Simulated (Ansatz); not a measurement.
C in space group P6_222 (No. 180; C on 3c), plane-wave PAW PBEsol (Ansatz code). The conduction-band minimum lies at M, with 3 equivalent valleys. Second derivatives d²E/dk² of the lowest band at one valley (eV·Å²), along Cartesian directions:

| direction | d²E/dk² |
|---|---|
| [100] | 21.77 |
| [010] | 18.73 |
| [001] | 31.80 |
| [110] | 20.25 |
| [101] | 26.79 |
| [011] | 25.25 |

Find the principal effective masses, the density-of-states mass and the conductivity mass.

Off-diagonal terms follow from H_xy = H[110] − (H_xx + H_yy)/2, and m*/mₑ = 7.620 eV·Å² over each eigenvalue: 0.24, 0.35, 0.41. One valley's DOS mass (m₁m₂m₃)^(1/3) = 0.32, conductivity mass 3/(Σ 1/mᵢ) = 0.32 mₑ.

What effective density of states Nc follows at 300 K for parabolic valleys?

Nc = 2.509e19 × 3 × (0.32)^(3/2) ≈ 1.4e19 cm⁻³.

With the computed static dielectric constant 8.42 (mean of the diagonal), estimate a hydrogenic donor's binding energy and radius.

E = 13.606 eV × 0.32/8.42² ≈ 61 meV; a = 0.529 Å × ε/m* ≈ 14 Å. Semilocal masses tend to be too small when the gap is underestimated.

The start of the workflow was typed in or built on a structure type; neither database checked (COD, Materials Project) lists it. It is not the phase usual at ambient conditions (space group No. 194, 227). Symmetry was held in the PBEsol relaxation; its stability against distortions is not shown here.

Potentials: the earlier of the program's two PAW sets. The files were generated under PBE; for other functionals the program regenerates the frozen cores, and for LDA and PBEsol the local potential too.
